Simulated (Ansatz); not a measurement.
Below is a relaxed structure of Cd3CuO. The cell was found from a structure generator's guess, not taken from experiment.

Level of theory: Ansatz, DFT PBE, scalar-relativistic, plane waves, PAW. Cutoff 420 eV, Γ-centred mesh, Gaussian smearing, no spin polarisation.

```yaml
crystal:
  lattice:
    - [3.15098, 0.00000, 0.00000]
    - [0.00000, 3.15098, 0.00000]
    - [0.00000, 0.00000, 10.03130]
  atoms:
    - { symbol: Cd, position: [0.50000, 0.50000, 0.50000] }
    - { symbol: Cd, position: [0.50000, 0.50000, 0.16474] }
    - { symbol: Cd, position: [0.50000, 0.50000, 0.83526] }
    - { symbol: Cu, position: [0.00000, 0.00000, 0.00000] }
    - { symbol: O, position: [0.00000, 0.00000, 0.50000] }
```

The zero of energy is the elements' standard structures at the same level (O₂ as a molecule); no fitted shifts are applied.

(1) What space group does it have?

(2) What is its formation energy per atom?

(3) Is it a metal?

## Answers

(1) P4/mmm (No. 123). Conventional cell: a = 3.151 Å, c = 10.031 Å. Cd on a site of symmetry 4/mmm has 4 O at 2.23 Å, 4 Cd at 3.15 Å and 2 Cd at 3.36 Å; Cd on a site of symmetry 4mm has 4 Cu at 2.77 Å and 6 Cd at 3.15–3.36 Å; Cu has 8 Cd at 2.77 Å and 4 Cu at 3.15 Å; O is surrounded by 4 Cd at 2.23 Å.

(2) −0.15 eV/atom.

(3) Yes, bands cross the Fermi level on the 10×10×4 mesh.

The last run used a 10×10×4 mesh (in the run's order of axes) for its 5-atom cell and Gaussian smearing of 0.10 eV. No Hubbard U is applied to the 3d shell of Cu. A structure relaxed within its symmetry needn't be a true minimum. Another cell of the same search, in P4mm, lies 133 meV/atom lower, so this cell isn't the stable form at this level.
